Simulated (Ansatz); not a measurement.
A trial cell of VSi2 was relaxed with PBEsol (plane waves to 420 eV, PAW, scalar-relativistic; Ansatz, a quantum-chemistry and plane-wave program).

Before: P321 (No. 150), hP9; a = 6.1443 Å, b = 6.1443 Å, c = 3.6235 Å, α = 90.00°, β = 90.00°, γ = 120.00°.

After relaxation:

Simulated powder pattern, Cu Kα, λ = 1.54184 Å (kinematic, ideal powder, no thermal factors, no anomalous dispersion; the 24 strongest lines at most, above 1 %, up to 2θ = 90°):

| 2θ (°) | I/Imax (%) |
|---|---|
| 15.41 | 3.3 |
| 26.86 | 39 |
| 27.58 | 5.4 |
| 31.75 | 38 |
| 38.88 | 100 |
| 41.56 | 26 |
| 42.06 | 94 |
| 47.44 | 94 |
| 50.61 | 66 |
| 55.36 | 7.3 |
| 56.95 | 26 |
| 57.83 | 3.9 |
| 62.95 | 10.0 |
| 64.06 | 4.9 |
| 65.24 | 4.1 |
| 71.54 | 3.8 |
| 72.93 | 9.7 |
| 75.84 | 9.4 |
| 77.19 | 40 |
| 78.29 | 36 |
| 82.47 | 11 |
| 83.47 | 3.6 |
| 85.54 | 2.6 |
| 88.34 | 7.2 |

### Question
Identify the relaxed structure from its pattern: crystal system, space group and cell.

### Answer
Hexagonal, P-62m (No. 189), hP9; a = 6.638 Å, b = 6.638 Å, c = 3.234 Å, α = 90.00°, β = 90.00°, γ = 120.00°. Sites: Si 3f (0.000, 0.267, 0.000); Si 3g (0.375, 0.375, 0.500); V 1b (0.000, 0.000, 0.500); V 2c (0.333, 0.667, 0.000).

### Question
Index the strongest lines.

### Answer
38.88° (1 1 -2 1), 42.06° (2 0 -2 1), 47.44° (3 0 -3 0), 50.61° (2 1 -3 1), 77.19° (3 0 -3 2).

No spin polarisation in the result: the starting moments vanished. The relaxed primitive cell holds an odd number of electrons. A magnetic state may lie lower.

The run could not lose the symmetry of its start: the end is stationary, and may be a saddle point rather than a minimum.

The relaxed structure here is a generated cell of VSi2: the first start was made by placing the elements on the sites of a structure type, and the end was not matched to a known phase here, so it may be hypothetical.
